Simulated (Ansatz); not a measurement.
# Two states of Mn₃IrN

```
Ir Mn N
1.0
     3.89769    0.00000    0.00000
     0.00000    3.89769    0.00000
     0.00000    0.00000    3.89769
Ir Mn N
1 3 1
Direct
  0.00000 0.00000 0.00000
  0.00000 0.50000 0.50000
  0.50000 0.00000 0.50000
  0.50000 0.50000 0.00000
  0.50000 0.50000 0.50000
```

Method: PBE0; PAW, plane waves to 420 eV, 5×5×5 Γ-centred mesh, fermi-dirac occupations (width 0.0724 eV) (Ansatz 0.2.0), atoms fixed.

State A: Mn2 down, Mn3 up, Mn4 up (collinear spin). State B: Ir1 up, Mn2 up, Mn3 up, Mn4 up (collinear spin).

Problem. Which state is lower, and how do they differ?

Solution. State A is lower by 108.0 meV an atom at zero smearing; in free energy at this smearing B lies +106.8 meV an atom from A.

```json
{"state": "A", "free energy (meV/atom)": "0.0", "largest moment in a small sphere (μB)": "3.36", "net moment (μB/cell)": "3.98", "gap on mesh (eV)": "metal", "pressure (GPa)": "13.5", "largest force (eV/Å)": "0.00"}
{"state": "B", "free energy (meV/atom)": "106.8", "largest moment in a small sphere (μB)": "3.38", "net moment (μB/cell)": "12.09", "gap on mesh (eV)": "metal", "pressure (GPa)": "17.3", "largest force (eV/Å)": "0.00"}
```

Origin: a database entry at a rescaled volume. Caveats: the k mesh is coarse if the cell is a metal; atoms or cell far from equilibrium; the exchange threshold is loose for a stress; the SCF threshold is loose for a stress.
